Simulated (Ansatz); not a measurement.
# Formation energy of LaRe in the CsCl-type structure

Level of theory: DFT, PBE, scalar-relativistic, no spin polarisation; plane waves to 420 eV with PAW datasets (Ansatz 0.2.0), Γ-centred 10×10×10 mesh, 0.05 eV Gaussian smearing; PAW files: Ansatz's generated set soft_2.

The start was a prototype's sites filled with these elements, not a measured cell.

It takes space group Pm-3m (No. 221, cubic). Conventional cell: a = 3.584 Å, b = 3.584 Å, c = 3.584 Å, α = 90.00°, β = 90.00°, γ = 90.00°. La (site symmetry m-3m) has 8 Re at 3.10 Å as nearest neighbours. Re (site symmetry m-3m) has 8 La at 3.10 Å as nearest neighbours. (Shells end 15 % past the nearest neighbour.)

The elements were computed in their standard states with the same datasets, cutoff and functional. Total energies depend on the potentials used, so only differences within one code and one set of settings carry meaning.

Energy of the relaxed cell (2 atoms, smearing extrapolated to zero): -17116.478 eV. Elements, in eV/atom: La -6250.096, Re -10868.076.

Q: What is the formation energy?

A: [-17116.478 − (1 × -6250.096 + 1 × -10868.076)] / 2 = 0.85 eV/atom, or 82 kJ per mole of atoms.

The value is for 0 K, without zero-point energy. A positive value means that this structure is unstable even against the elements at this level.

Spin–orbit coupling, which matters for such heavy elements, is left out.
